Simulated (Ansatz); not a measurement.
W (bcc, W type), frozen-phonon scan

W (bcc, W type)

```xyz
2
Lattice="-3.1837 3.1837 3.1837 0.0000 0.0000 3.1837 0.0000 3.1837 0.0000" Properties=species:S:1:pos:R:3 pbc="T T T"
W      0.0000     0.0000     0.0000
W     -1.5918     4.7755     4.7755
```

The atoms are displaced by Q × the pattern below (from a DFPT mode at H = (0.5, 0.5, 0.5), largest move 1; Q in Å), at fixed cell. It is one choice among 3 degenerate patterns. (q is in reciprocal vectors of the primitive cell; the cell shown is doubled to hold the pattern.)

| atom | x | y | z |
|---|---|---|---|
| W1 | 0.000 | 0.000 | -1.000 |
| W2 | 0.000 | 0.000 | 1.000 |

Method: PBE (plane waves to 420 eV, PAW, scalar-relativistic; Ansatz, a program for electronic structure). k mesh 20×20×20 (Γ-centred), Fermi-Dirac smearing 0.05 eV. E stands for the smeared free energy. Compression counts positive. With partly filled bands, energies and forces of such displacements shift with the k mesh and the smearing. Spin-orbit coupling is left out, though W is heavy. The PAW data are Ansatz's earlier set. W is run without spin polarisation. W was relaxed with its symmetry unable to fall. The zero of ΔE is the undisplaced structure.

| Q (Å) | ΔE (meV/cell) | P (GPa) | −dE/dQ from forces (eV/Å) |
|---|---|---|---|
| -0.280 | 1525 | 27.2 | 9.897 |
| -0.233 | 1093 | 19.6 | 8.691 |
| -0.187 | 712 | 13.0 | 7.550 |
| -0.140 | 400 | 7.4 | 5.774 |
| -0.093 | 177 | 3.3 | 3.804 |
| -0.047 | 44 | 0.9 | 1.893 |
| 0.000 | 0 | 0.0 | 0.000 |
| 0.047 | 44 | 0.9 | -1.893 |
| 0.093 | 177 | 3.3 | -3.804 |
| 0.140 | 400 | 7.4 | -5.774 |
| 0.187 | 712 | 13.0 | -7.550 |
| 0.233 | 1093 | 19.6 | -8.691 |
| 0.280 | 1525 | 27.2 | -9.897 |

What the scan shows:

- Energy at Q = 0.280 Å = 1525 meV/cell
- Space group of the distorted cell = P4/nmm (No. 129), lowered from Im-3m
- Symmetry of the curve = even: the same for both signs
- Shape of the curve = a single well with its minimum at or next to zero displacement
- Harmonic wavenumber from the curvature (finite differences) = 173 cm⁻¹
- Wavenumber by perturbation theory (DFPT, on another k mesh) = 181 cm⁻¹

(For displaced atoms, the force is minus the slope of the energy, and its curvature is a force constant, which sets phonon frequencies.)
